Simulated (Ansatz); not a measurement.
The calculation used DFT PBE, scalar-relativistic, plane waves, PAW in Ansatz. All cells share a 420 eV cutoff and Γ-centred k meshes spaced at most about 0.3 Å⁻¹ (about 0.25 or finer for metals, 2π included). No spin polarisation in the final relaxations.

All energies are static (0 K, no zero-point motion).

Two forms of NbTe₆Mo₂ were relaxed alike.

A.

Space group P-3m1 (No. 164). a = 3.565 Å, b = 3.565 Å, c = 23.506 Å, α = 90.00°, β = 90.00°, γ = 120.00°
```json
{"atom": "Nb", "site": "1a", "symmetry": "-3m.", "x": "0.0000", "y": "0.0000", "z": "0.0000"}
{"atom": "Te", "site": "2d", "symmetry": "3m.", "x": "0.6667", "y": "0.3333", "z": "0.2581"}
{"atom": "Te", "site": "2d", "symmetry": "3m.", "x": "0.6667", "y": "0.3333", "z": "0.5859"}
{"atom": "Te", "site": "2d", "symmetry": "3m.", "x": "0.6667", "y": "0.3333", "z": "0.9191"}
{"atom": "Mo", "site": "2c", "symmetry": "3m.", "x": "0.0000", "y": "0.0000", "z": "0.3361"}
```

B.

Space group P-31m (No. 162). a = 6.175 Å, b = 6.175 Å, c = 7.983 Å, α = 90.00°, β = 90.00°, γ = 120.00°
```
atom  site  symmetry       x       y       z
  Nb    1a      -3.m  0.0000  0.0000  0.0000
  Te    6k       ..m  0.6626  0.0000  0.7679
  Mo    2c       3.2  0.3333  0.6667  0.0000
```

Question: Which placement of the atoms is lower in energy, and by how much?

Answer: B is lower, by 19 meV/atom. The two share one framework of sites and differ in which element sits where. A has space group P-3m1 (No. 164), 28.7 Å³/atom and no gap on its mesh; B has space group P-31m (No. 162), 29.3 Å³/atom and no gap. Counting Te atoms around Mo and Nb (those within 1.25 times the shortest such distance or 1.15 times the sum of covalent radii), A and B both have Nb 6, Mo 6. In A, Nb has 6 Te at 2.80 Å and 6 Nb at 3.56 Å; around Te on its first site lie 3 Mo at 2.76 Å; Mo has 6 Te at 2.76 Å; 2 more sites not described. In B, around Nb lie 6 Te at 2.79 Å; Te is surrounded by 2 Mo at 2.76 Å and 1 Nb at 2.79 Å; Mo has 6 Te at 2.76 Å. Both come from invented guesses.

No dispersion correction is applied, so the spacing and binding between layers, chains or molecules are poorly described (P-3m1, P-31m), and this can change margins and order among such cells. Spin–orbit coupling, which can matter for Te, is left out. Cells relaxed within their symmetry can be saddle points.
